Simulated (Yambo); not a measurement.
Material: Ba2WZnO6 (space group Fm-3m, No. 225); a = b = c = 5.841 Å, α = β = γ = 60.00° (10 atoms in the cell). The geometry is that of Materials Project entry mp-548615, symmetrised and not relaxed again.

With PBEsol (Quantum ESPRESSO, PseudoDojo norm-conserving, 84 Ry, without SOC), the gap between the mesh's edge points (Γ → X) is 2.881 eV.

Question: What does a G0W0 run in Yambo give for it (2×2×2 Γ-centred k mesh, bands 6 to 222 and a 7 Ry block in the screening, 222 bands in G with the Bruneval-Gonze terminator, plasmon pole fitted at 27.2 eV)?

Answer: The correction is 1.558 eV, giving 4.439 eV, 1.5 times the PBEsol value.  Nearest settings tried, and what they do to the gap: 151 bands in G: +8 meV; 151 bands in W, 151 bands in G: +58 meV; 6 Ry block (283 vectors against 331): -0 meV. Not varied: mesh. So the settings aren't converged at that level. Oxides, nitrides and fluorides with a shallow 3d shell are known to need far more bands and larger blocks. The k mesh is coarse. Spin-orbit coupling is left out, which matters for elements this heavy: edges can move by tenths of an eV.
